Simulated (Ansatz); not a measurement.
## Ti5CuSb3, one structure, two calculations

Cell: a computed structure from the Materials Project (it need not be an observed phase).

```cif
data_Ti5CuSb3
_symmetry_space_group_name_H-M 'P6_3/mcm'
_symmetry_Int_Tables_number 193
_cell_length_a 8.1535
_cell_length_b 8.1535
_cell_length_c 5.4780
_cell_angle_alpha 90.000
_cell_angle_beta 90.000
_cell_angle_gamma 120.000
loop_
_atom_site_label
_atom_site_type_symbol
_atom_site_symmetry_multiplicity
_atom_site_Wyckoff_symbol
_atom_site_fract_x
_atom_site_fract_y
_atom_site_fract_z
Ti1 Ti 4 d 0.3333 0.6667 0.0000
Ti5 Ti 6 g 0.7333 0.0000 0.7500
Cu Cu 2 b 0.0000 0.0000 0.5000
Sb Sb 6 g 0.3834 0.0000 0.7500
```

One atom of each set is listed.

First run. Computed with Ansatz: DFT, PBE, plane waves and PAW, scalar-relativistic, 420 eV cutoff, Γ-centred 5×5×6 k-points, Fermi–Dirac smearing 0.05 eV.

```json
{"site": "Ti1", "V_zz (10²¹ V/m²)": "-2.98", "η": "0.00"}
{"site": "Ti5", "V_zz (10²¹ V/m²)": "-1.57", "η": "0.23"}
{"site": "Cu", "V_zz (10²¹ V/m²)": "-0.83", "η": "0.00"}
{"site": "Sb", "V_zz (10²¹ V/m²)": "-5.91", "η": "0.97"}
```

Second run. The same atoms and settings, except that the functional is r2SCAN and the cutoff is 500 eV.

(1) Given the first result, estimate the second.

Answers

(1) 

```tsv
site	V_zz	η	change of V_zz
Ti1	-2.95	0.00	+0.03
Ti5	-1.48	0.26	+0.09
Cu	-0.84	0.00	-0.01
Sb	-6.27	0.88	-0.36
```

The largest change of V_zz is on Sb, from -5.91 to -6.27. In per cent, |V_zz| changes by -1 on Ti, +6 on Sb (all sites that start above 2).

The run finds no gap above 0.1 eV (a metal, or nearly one), so the gradients can move by 10 % or more with the k-mesh. Without spin–orbit coupling (the program notes it for Sb) the gradients can shift somewhat, as the gap is small. With these PAW files V_zz is typically within 2 to 3 % of all-electron values, but misses above 10 % occur on Sb.
